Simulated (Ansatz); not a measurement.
RbMgF3:
```cif
data_F3MgRb
_chemical_formula_sum 'Rb1 Mg1 F3'
_space_group_name_H-M_alt 'Pm-3m'
_space_group_IT_number 221
_space_group_name_Hall '-P 4 2 3'
_cell_length_a 4.06004
_cell_length_b 4.06004
_cell_length_c 4.06004
_cell_angle_alpha 90.000
_cell_angle_beta 90.000
_cell_angle_gamma 90.000
loop_
_atom_site_label
_atom_site_type_symbol
_atom_site_symmetry_multiplicity
_atom_site_Wyckoff_symbol
_atom_site_fract_x
_atom_site_fract_y
_atom_site_fract_z
_atom_site_occupancy
Rb1 Rb 1 a 0.00000 0.00000 0.00000 1
Mg1 Mg 1 b 0.50000 0.50000 0.50000 1
F1 F 3 c 0.00000 0.50000 0.50000 1
```

Relaxed with r²SCAN.

**Question.** Tabulate the valence density and the electron localisation function along the shortest Rb–Mg contact (3.52 Å), r²SCAN (plane waves, PAW; program Ansatz).

**Answer.** 

| distance from Rb (Å) | density (e/Å³) | ELF |
|---|---|---|
| 0.35 | 1.92 | 0.41 |
| 0.53 | 2.12 | 0.76 |
| 0.70 | 1.65 | 0.87 |
| 0.88 | 0.98 | 0.87 |
| 1.05 | 0.48 | 0.80 |
| 1.23 | 0.22 | 0.54 |
| 1.41 | 0.10 | 0.14 |
| 1.58 | 0.06 | 0.03 |
| 1.76 | 0.04 | 0.01 |
| 1.93 | 0.04 | 0.01 |
| 2.11 | 0.05 | 0.02 |
| 2.29 | 0.05 | 0.02 |
| 2.46 | 0.07 | 0.01 |
| 2.64 | 0.13 | 0.03 |
| 2.81 | 0.54 | 0.21 |
| 2.99 | 3.47 | 0.42 |
| 3.16 | 12.48 | 0.38 |

The density is the valence pseudo-density with augmentation charge, so density and ELF within about 1 Å of a nucleus are not all-electron values.

The workflow started from a Materials Project entry (that database holds measured and hypothetical structures alike); the Crystallography Open Database copy checked does not list it. Its standing as an ambient phase is unchecked. The r²SCAN relaxation kept the symmetry of its start; its stability against distortions is not shown here.

Potentials: the later of the program's two PAW sets.
